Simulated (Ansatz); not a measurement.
## Computed energy against volume: CsPbBr3 (cubic perovskite)

CsPbBr$_{3}$ (cubic perovskite)

```cif
data_Br3CsPb
_chemical_formula_sum 'Cs1 Pb1 Br3'
_space_group_name_H-M_alt 'P 1'
_space_group_IT_number 1
_cell_length_a 5.93781
_cell_length_b 5.93781
_cell_length_c 5.93781
_cell_angle_alpha 90.000
_cell_angle_beta 90.000
_cell_angle_gamma 90.000
loop_
_space_group_symop_operation_xyz
  'x, y, z'
loop_
_atom_site_label
_atom_site_type_symbol
_atom_site_fract_x
_atom_site_fract_y
_atom_site_fract_z
_atom_site_occupancy
Cs1 Cs 0.00000 0.00000 0.00000 1
Pb1 Pb 0.50000 0.50000 0.50000 1
Br1 Br 0.00000 0.50000 0.50000 1
Br2 Br 0.50000 0.50000 0.00000 1
Br3 Br 0.50000 0.00000 0.50000 1
```

The volume is varied about the relaxed value V₀ at fixed cell shape. Symmetry pins the atoms to their sites.

All values below come from r2SCAN (plane waves to 500 eV, PAW, scalar-relativistic; Ansatz, a quantum-chemistry and plane-wave program). k mesh 6×6×6 (Γ-centred), Fermi-Dirac smearing 0.05 eV. Energies are smeared free energies. Compression counts positive. CsPbBr3 was relaxed with its symmetry unable to fall. Spin-orbit coupling is left out, though Pb is heavy. The PAW data are Ansatz's earlier set. This is a high-temperature form of CsPbBr3. The zero of ΔE is the relaxed starting cell.

```tsv
a (Å)	ΔE (meV/atom)	P (GPa)
5.7329	33.8	2.86
5.7855	18.0	1.98
5.8372	7.6	1.22
5.8879	1.8	0.57
5.9378	0.0	0.00
5.9869	1.6	-0.49
6.0352	6.3	-0.92
6.0827	13.5	-1.29
6.1295	23.0	-1.61
```

Derived quantities:

| Quantity | Value |
|---|---|
| Pressure at the smallest volume | 2.86 GPa |
| Energy cost of the largest compression | 33.8 meV/atom |
| Energy cost of the largest expansion | 23.0 meV/atom |
| Bulk modulus B₀ (third-order Birch-Murnaghan fit) | 21.1 GPa |
| Pressure derivative B₀′ (fit) | 4.7 |
| Equilibrium volume of the fit | 41.87 Å³/atom |
| Pressure for 5 % compression (fit) | 1.2 GPa |

The 9 points together took very roughly 120 core-seconds.

(A scan under strain: stresses follow from slopes of the energy per volume, elastic moduli from its curvatures.)
